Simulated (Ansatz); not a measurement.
Si₁₂W:
```yaml
crystal:
  lattice:
    - [7.08043, 0.00000, 0.00000]
    - [-3.54022, 6.13183, 0.00000]
    - [0.00000, 0.00000, 5.24035]
  atoms:
    - { symbol: W, position: [0.00000, 0.00000, 0.00000] }
    - { symbol: Si, position: [0.33380, 0.00000, 0.73467] }
    - { symbol: Si, position: [0.33380, 0.00000, 0.26533] }
    - { symbol: Si, position: [0.33380, 0.33380, 0.73467] }
    - { symbol: Si, position: [0.33380, 0.33380, 0.26533] }
    - { symbol: Si, position: [0.00000, 0.33380, 0.73467] }
    - { symbol: Si, position: [0.00000, 0.33380, 0.26533] }
    - { symbol: Si, position: [0.66620, 0.00000, 0.73467] }
    - { symbol: Si, position: [0.66620, 0.00000, 0.26533] }
    - { symbol: Si, position: [0.66620, 0.66620, 0.73467] }
    - { symbol: Si, position: [0.66620, 0.66620, 0.26533] }
    - { symbol: Si, position: [0.00000, 0.66620, 0.73467] }
    - { symbol: Si, position: [0.00000, 0.66620, 0.26533] }
```

Relaxed with r²SCAN+D4.

Task: Give the Bader charges and basin volumes of the independent atoms, r²SCAN+D4 in the plane-wave PAW code Ansatz.

Result: 

```tsv
atom	Bader charge (e)	Bader volume (Å³)
W1	+0.52	17.1
Si2	-0.04	17.5
```

Space group P6/mmm. The start of the workflow was typed in or built on a structure type; neither database checked (COD, Materials Project) lists it. Its standing as an ambient phase is unchecked. Symmetry was held in the r²SCAN+D4 relaxation; its stability against distortions is not shown here. No spin polarisation was allowed. Its formation energy is positive at this level, so the cell may be metastable or incomplete. Spin–orbit coupling is left out wherever it is not named.

Potentials: the earlier of the program's two PAW sets.
